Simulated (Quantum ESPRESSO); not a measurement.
**Kohn-Sham bands of MgSe (zinc blende)**

```xyz
2
Lattice="0.0000 2.9689 2.9689 2.9689 0.0000 2.9689 2.9689 2.9689 0.0000" Properties=species:S:1:pos:R:3 pbc="T T T"
Mg     0.0000     0.0000     0.0000
Se    -1.4845    -1.4845    -1.4845
```

Cell from Materials Project (mp-13031), symmetrised, no further relaxation. Not found in the COD (Crystallography Open Database) copy used, which has the formula in other groups; not checked further. Level: LDA, no spin polarisation, no spin-orbit coupling; pw.x of Quantum ESPRESSO at 69 Ry with PseudoDojo potentials, 10×10×10 k-points, Wannier90. Density: 10×10×10 mesh, cold smearing 0.01 Ry. Spin-orbit coupling, left out, would split the p-like bands by a few tenths of an eV.

Problem. List the Kohn-Sham levels between −8 and 5.4 eV relative to the valence-band maximum at the high-symmetry points, as a band run of pw.x on that density gives them (levels within 2 meV counted together).

Solution. 
```
point  k (reciprocal lattice)                    levels (eV)
-----  ----------------------  -----------------------------
Γ           0.000 0.000 0.000                0.00 (×3), 2.39
X         -0.500 -0.500 0.000  -3.00, -1.13 (×2), 3.27, 4.75
U         -0.375 -0.375 0.250      -2.69, -1.98, -0.90, 4.15
K          -0.375 0.000 0.375      -2.69, -1.98, -0.90, 4.15
L           0.000 0.000 0.500        -3.27, -0.37 (×2), 4.03
W         -0.500 -0.250 0.250      -2.53, -1.92, -1.43, 5.08
```
